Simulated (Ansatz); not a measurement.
# How much do the gradients of Si₂W depend on the method?

Cell: a COD entry, its atoms then relaxed with PBE in this cell.

```
CELL_PARAMETERS angstrom
-1.60600 1.60600 3.94000
1.60600 -1.60600 3.94000
1.60600 1.60600 -3.94000
ATOMIC_POSITIONS crystal
Si 0.33445 0.33445 0.00000
Si 0.66555 0.66555 0.00000
W 0.00000 0.00000 0.00000
```

Atom numbers follow the list; atoms alike are taken as one site, whose name carries the number of the first.

First run. Level of theory: DFT, PBE, plane waves and PAW, scalar-relativistic, 420 eV cutoff, Γ-centred 14×14×14 k-points, Fermi–Dirac smearing 0.05 eV (Ansatz 0.2.0).

| site | atom | V_zz (10²¹ V/m²) | η |
| --- | --- | --- | --- |
| Si | 1 | -0.79 | 0.00 |
| W | 3 | -14.64 | 0.00 |

Second run. The same atoms and settings, except that spin–orbit coupling is included (fully relativistic PAW files).

Question: What does the second run give?

Answer: 

```tsv
site	atom	V_zz	η	change of V_zz
Si	1	-0.76	0.00	+0.03
W	3	-14.90	0.00	-0.26
```

The largest change of V_zz is on W, from -14.64 to -14.90. In per cent, |V_zz| changes by +2 on W (all sites that start above 2).

With no gap above 0.1 eV, as in a metal, the gradients converge slowly in k; expect changes of a tenth or more on a denser mesh.
